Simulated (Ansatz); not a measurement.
Given:

Al3V:
```xyz
4
Lattice="-1.8692 1.8692 4.1231 1.8692 -1.8692 4.1231 1.8692 1.8692 -4.1231" Properties=species:S:1:pos:R:3 pbc="T T T"
Al     0.0000     0.0000     4.1231
Al     0.0000     1.8692     2.0615
Al     1.8692     0.0000     2.0615
V      0.0000     0.0000     0.0000
```

This is the PBEsol-relaxed structure.

**Question.** All from plane-wave PAW PBEsol (Ansatz code), unless another level is named. Predict the highest zone-centre frequency.

**Answer.** 391 cm^-1.

**Question.** And the bulk modulus (Birch–Murnaghan fit)?

**Answer.** 127 GPa.

Space group I4/mmm. The first step of the workflow began from a Materials Project structure, measured or hypothetical; the Crystallography Open Database copy checked does not list it. Whether it is the stable phase at ambient conditions was not checked. The cell was relaxed with PBEsol under the symmetry of its start; its stability against distortions is not shown here. No spin polarisation was allowed. As this level gives no gap, phonon frequencies hold no LO–TO term and depend on the k-mesh and smearing (Fermi–Dirac, 0.1 eV here).

Potentials: the later of the program's two PAW sets.
